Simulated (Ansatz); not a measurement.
**Pb$_{2}$TeSe: the gap against volume**

Pb$_{2}$TeSe, R-3m, a = 4.494 Å, c = 21.997 Å. The structure is a Materials Project entry; whether it is the stable form wasn't checked. Ansatz: r2SCAN, PAW, 500 eV, Γ-centred 9×9×9 mesh on 4 atoms, Gaussian smearing 0.02 eV; no spin polarisation. Shape and atoms are relaxed at each volume; x = ln(V/V0) with V0 = 32.067 Å³/atom. The gap is read at the mesh points alone.

```
      x gap y (eV)
-0.0619           ?
-0.0305       0.867
 0.0000       0.943
 0.0296       1.011
 0.0583       1.069
```

**Question.** Fit a straight line to the other rows, give the volume deformation potential of the gap and its pressure coefficient, and predict the missing gap. B0 = 46.4 GPa.

**Answer.** Means x = 0.01435, y = 0.97250; Σ(Δx)² = 0.004382, ΣΔxΔy = 0.009983; the slope is their ratio. y = 0.9398 + 2.278 x. The slope is the deformation potential a = dE_g/d ln V = 2.28 eV, and dE_g/dP = −a/B0 = -49.1 meV/GPa. With a term in x² added, the coefficient of x becomes 2.388, 5 % more, which shows how far this figure hangs on the form. At x = -0.0619 the fit asked for gives 0.799 eV. The run gave 0.779 eV, so the fit is 0.020 eV too high, 6.9 % of the span of the series, against an rms of 0.003 eV on the fitted rows. The row lies outside the fitted range. With a term in x² added, a fit to the same known rows predicts 0.780 eV, so most of the miss is curvature that the known rows already hold.

Spin-orbit coupling is left out, which matters for the bands of heavy elements. Both edges lie at Γ, which the mesh holds; being odd, it would miss a lower valley on the zone edge.

Cost: 5 runs of about 14 core-minutes in all, on Arm Neoverse V1 (shared hosts).